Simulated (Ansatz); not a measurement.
Structures of TiHg2: which is lowest?

Plane-wave DFT in Ansatz with scalar-relativistic PAW potentials, cutoff 420 eV, Γ-centred meshes chosen by cell and gap, Gaussian smearing with energies taken to zero width. Every cell was relaxed (cell and atoms) in a run of its own, within the symmetry of its start. Functional: PBE.

Relaxed structures (starts from databases or built by putting these elements on another compound's sites):
A. Fd-3m, 6 atoms in the computed cell, a = 7.977 Å; sites (symmetry × multiplicity) Ti -43m × 8, Hg .-3m × 16; start: built
B. Fm-3m, 3 atoms in the computed cell, a = 6.523 Å; sites (symmetry × multiplicity) Ti m-3m × 4, Hg -43m × 8; start: built

**Question.** Rank them by energy. Could pressure change the order?

**Answer.**
| structure | group | E − E(lowest) (meV/atom) | V (Å³/atom) | gap on mesh (eV) |
| --- | --- | --- | --- | --- |
| B | Fm-3m | 0.0 | 23.13 | 0.00 |
| A | Fd-3m | 117 | 21.15 | 0.00 |

B is lowest, 117 meV/atom under A. A is denser by 1.98 Å³/atom, so pressure favours it: ΔE/ΔV, with ΔE in eV and 1 eV/Å³ = 160.2 GPa, gives about 10 GPa for equal enthalpy if both cells were rigid, a rough figure since the two compress differently. Other structures may lie lower than all of these, and vibrations aren't counted.

Spin-orbit coupling is left out, which matters for the bands of heavy elements.